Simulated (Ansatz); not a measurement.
Starting structure of a cell relaxation (symmetry kept):

```
CELL_PARAMETERS angstrom
-1.75441 1.75461 2.16749
1.75441 -1.75461 2.16749
1.75441 1.75461 -2.16749
ATOMIC_POSITIONS crystal
Sn 0.00000 0.00000 0.00000
```

Method: DFT LDA, scalar-relativistic, plane waves, PAW in Ansatz 0.2.0.

Plane waves to 420 eV, a k mesh through Γ of 16×16×16 on the computed 1-atom cell and Gaussian smearing (0.10 eV); no spin polarisation.

Q: What does it relax to?

A: The volume falls by 0.97 Å³/atom to 25.71 Å³/atom, and the energy falls by 6.0 meV/atom. Final structure:
```xyz
1
Lattice="-1.7451 1.7451 2.1109 1.7451 -1.7451 2.1109 1.7451 1.7451 -2.1109" Properties=species:S:1:pos:R:3 pbc="T T T"
Sn    0.0000    0.0000    0.0000
```

This form isn't the element's structure at ambient conditions.

Cost: 1 run of about 1.4 core-minutes, on Intel Xeon Platinum 8259CL (Skylake/Cascade Lake) (shared hosts).